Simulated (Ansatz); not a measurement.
# Ansatz 0.2.0, settings compared: Na₂Ag

The command:

```bash
ansatz run input.yaml --threads 1 --pin off --max-ram 2560MiB --backend cpu --events-out ev --progress --plain --runs-dir out
```

input.yaml:

```yaml
crystal:
  lattice:
    - [4.373977, 0.0, 0.0]
    - [-2.186988, 3.787979, 0.0]
    - [0.0, 0.0, 3.831507]
  atoms:
    - { symbol: Na, position: [0.3333, 0.6667, 0.5] }
    - { symbol: Na, position: [0.6666, 0.3333, 0.5] }
    - { symbol: Ag, position: [0.0, 0.0, 0.0] }
  symmetry: { tolerance: 0.0003 }
kpoints:
  mp_grid: { grid: [5, 5, 5], shift: [0, 0, 0] }
magnetization:
  spin_polarized: false
scf:
  occupations: { method: fermi_dirac }
hamiltonian:
  pseudopotentials: { kind: paw }
  xc: pbe
basis:
  ecutwfc: 420
output:
  forces: true
  stress: true
  eigenvalues: true
relax:
  max_steps: 40
  cell: {}
```

Origin of the cell: a known structure type with other elements, at an estimated volume, so it need not be a known compound.

The smearing width isn't typed, so it takes its default of 0.1 eV.

Output of this run (shortened):

```
Warning: the atoms were moved onto the symmetric positions of the space group found under crystal.symmetry.tolerance 3.0e-4 (fractional; no operation is sought that the atoms, as they stand i […]
Pseudopotentials: kind: paw
Pseudopotential: Na, paw, valence charge 9, recommended cutoff 420 eV (normal), Na.paw.azcp
Pseudopotential: Ag, paw, valence charge 19, recommended cutoff 420 eV (normal), Ag.paw.azcp
Functional definition: PBE
  exchange = pbe_x(kappa = kappa, mu = beta*pi^2/3)
  correlation = pbe_c(beta = beta)
Crystal: 3 atoms, lattice volume = 63.482 Å³
Basis set: ecut = 420 eV, 1267 PW (Γ), exchange–correlation on 60×60×54 points (8 copies of the dense FFT grid, shifted against one another)
Bands: 23, of which v1, the nominal top of the filled ones, is band 19 counted from 1 (18 counted from 0)
Symmetry: 24 space group operations
Space group: P6/mmm (ITA 191), of the structure as read, at distance tolerance 1.2e-3 Å
[… 5 lines left out …]
Initial density: superposition of atomic densities (neutral atoms: chi_scale 0, normalization atom), corrected by the library's trained network
Functional: x = pbe(κ = 0.804, μ = 0.219515), c = pbe(β = 0.066725)
SCF iter   1: F=—  HF=-10562.585437 eV  Δρ=1.17e-3  dr2=7.52e-4
SCF iter   2: F=—  HF=-10562.586147 eV  Δρ=6.46e-4  dr2=2.23e-4
SCF iter   3: F=—  HF=-10562.586202 eV  Δρ=2.38e-4  dr2=5.11e-5
SCF iter   4: F=—  HF=-10562.586204 eV  Δρ=6.34e-5  dr2=2.43e-6
SCF iter   5: F=—  HF=-10562.586204 eV  Δρ=1.61e-5  dr2=1.21e-7
SCF iter   6: F=-10562.586204 eV  HF=-10562.586204 eV  Δρ=4.67e-6  dr2=1.08e-8
relax step   1: F+E_penalty+E_count = -10562.586204 eV  Δ(F+E_penalty+E_count) = +0.000e0 eV  max|allowed force component| = 3.354e-17 eV/Å  Δτ_max = 0.0000 Å  P = +4.959 GPa  Ω = 63.482 Å³ […]
relax step   2: F+E_penalty+E_count = -10562.850843 eV  Δ(F+E_penalty+E_count) = -2.646e-1 eV  max|allowed force component| = 2.930e-17 eV/Å  Δτ_max = 0.0000 Å  P = +3.292 GPa  Ω = 66.330 Å³ […]
relax step   3: F+E_penalty+E_count = -10563.088365 eV  Δ(F+E_penalty+E_count) = -2.375e-1 eV  max|allowed force component| = 6.168e-17 eV/Å  Δτ_max = 0.0000 Å  P = +1.578 GPa  Ω = 69.399 Å³ […]
relax step   4: F+E_penalty+E_count = -10563.271224 eV  Δ(F+E_penalty+E_count) = -1.829e-1 eV  max|allowed force component| = 2.467e-17 eV/Å  Δτ_max = 0.0000 Å  P = +0.676 GPa  Ω = 70.045 Å³ […]
relax step   5: F+E_penalty+E_count = -10563.350582 eV  Δ(F+E_penalty+E_count) = -7.936e-2 eV  max|allowed force component| = 2.043e-17 eV/Å  Δτ_max = 0.0000 Å  P = +0.333 GPa  Ω = 69.257 Å³ […]
[… 2 lines left out …]
relax step   8: F+E_penalty+E_count = -10563.353288 eV  Δ(F+E_penalty+E_count) = -6.339e-6 eV  max|allowed force component| = 2.776e-17 eV/Å  Δτ_max = 0.0000 Å  P = -0.000 GPa  Ω = 69.724 Å³ […]
relax step   9: F+E_penalty+E_count = -10563.382343 eV  Δ(F+E_penalty+E_count) = -2.905e-2 eV  max|allowed force component| = 3.701e-17 eV/Å  Δτ_max = 0.0000 Å  P = +0.832 GPa  Ω = 69.724 Å³  stress off target by 1.22e0 GPa […]
relax step  10: F+E_penalty+E_count = -10563.390528 eV  Δ(F+E_penalty+E_count) = -8.185e-3 eV  max|allowed force component| = 1.388e-17 eV/Å  Δτ_max = 0.0000 Å  P = +0.352 GPa  Ω = 71.271 Å³ […]
relax step  11: F+E_penalty+E_count = -10563.392290 eV  Δ(F+E_penalty+E_count) = -1.761e-3 eV  max|allowed force component| = 1.812e-17 eV/Å  Δτ_max = 0.0000 Å  P = +0.028 GPa  Ω = 72.440 Å³ […]
relax step  12: F+E_penalty+E_count = -10563.392569 eV  Δ(F+E_penalty+E_count) = -2.796e-4 eV  max|allowed force component| = 2.776e-17 eV/Å  Δτ_max = 0.0000 Å  P = +0.015 GPa  Ω = 72.440 Å³  stress off target by 2.19e-2 GPa […]
SCF 12 converged in 9 iterations: F = -10563.392569 eV  dr2 = 2.01e-12
basis re-selected at this cell: Δ(F+E_penalty+E_count) = -2.796e-4 eV, ΔP = -0.013 GPa vs the last step (what re-selecting the basis moved, of the pressure what is left beyond the Pulay corre […]
SCF converged after 9 iterations
Free energy (F): -10563.392569 eV
Harris-Foulkes:  -10563.392569 eV  (|F-HF|=1.82e-12)
Internal energy: -10563.364257 eV  (E = F + TS)
E sigma→0 (E₀):  -10563.378413 eV
Entropy (-TS):   -0.028312 eV (-9.437 meV/atom)
Fermi energy:    6.283701 eV
--- Per-component energies (eV) ---
  E_band       = -837.664607
  E_kinetic    = 768.616585
  E_local      = -5795.081434  (includes V_loc(G=0)·N_el)
  E_nonlocal   = 310.179955
  E_hartree    = 2352.239716
  E_xc         = -262.153984
  E_vxc        = -334.070080  (∫ρ·V_xc dr)
  E_paw        = -4428.432858  (= ΣΔE_a)
  E_vpaw       = -491.789271  (= ΣTr[D̂ρ^β])
  E_aug_tail   = 0.000235  (compensation charges beyond the density's cutoff)
  E_ewald      = -3508.732472
  E_smearing   = -0.028312  (= −TS)
  Σ components = -10563.392569   (vs F -10563.392569, Δ=0.00e0)
--- Forces (eV/Å), atoms counted from 1 ---
  atom   1  Na     0.000000     0.000000     0.000000
  atom   2  Na    -0.000000     0.000000     0.000000
  atom   3  Ag     0.000000    -0.000000     0.000000
  max |Σ_I F_I| component: 3.47e-18 eV/Å
--- Stress (GPa, compression-positive) ---
        0.021880       0.000000       0.000000
        0.000000       0.021880       0.000000
        0.000000       0.000000       0.001539
  P = ⅓ Tr σ = 0.0151 GPa (0.151 kbar)
--- Relaxed structure (10 steps of the walk, 10 accepted, 2 SCFs on fresh bases) ---
  F+E_penalty+E_count = -10563.392569 eV   max|allowed force component| = 2.776e-17 eV/Å   (the final SCF, on the basis selected at the relaxed cell)
  cell:  # Å, volume = 72.4404 Å³
    - [5.182656, -3.420e-7, 0.0]
    - [-2.591328, 4.488312, 0.0]
    - [0.0, 0.0, 3.114193]
  atoms:
    - { symbol: Na, position: [0.333333, 0.666667, 0.5] }
    - { symbol: Na, position: [0.666667, 0.333333, 0.5] }
    - { symbol: Ag, position: [-1.696e-17, 0.0, 0.0] }
```

The same input was run again with these changes:

1. `hamiltonian.hubbard` default → { sites: [{ species: Ag, l: d, u_eff: 3.0 }], double_counting: fll }; `kpoints.mp_grid.grid` [5, 5, 5] → [8, 8, 8]
2. `kpoints.mp_grid.shift` [0, 0, 0] → [0.5, 0.5, 0.5]; `hamiltonian.xc` pbe → lda
3. `scf.algorithm` default → density_mixing; `hamiltonian.hubbard` default → { sites: [{ species: Ag, l: d, u_eff: 2.0 }], double_counting: fll }; `kpoints.mp_grid.shift` [0, 0, 0] → [0.5, 0.5, 0.5]
4. `scf.convergence.dr2_threshold` default → 1.0e-06

```tsv
run	end	SCF iterations	volume (Å³/atom)	max force component (eV/Å)	moment (μB)	ΔE(σ→0) (meV/atom)
base	converged	74	24.15	0.000	–	0
1	converged	78	24.69	0.000	–	–
2	converged	98	21.22	0.001	–	–
3	converged	96	24.82	0.000	–	–
4	converged	60	24.15	0.000	–	0.00
```

Energies are compared only where functional, datasets, charge and starting cell are the same.

Caveats of the base run: no dispersion correction, so spacings can come out too large where layers or molecules are weakly bound; no moments, though an odd count or open d shells may carry them; the k mesh is coarse if the cell is a metal; the relaxation held the start's symmetry, so the end may be a saddle point.

Run 2: the k mesh keeps only part of the crystal's symmetry.
Run 3: the k mesh keeps only part of the crystal's symmetry.
Run 4: the SCF threshold is loose for forces.

The base run took 20 s on 1 thread of Intel(R) Xeon(R) Platinum 8259CL CPU @ 2.50GHz (Skylake/Cascade Lake), with other jobs on the host, peak memory 0.39 GiB, from the program's own first density.
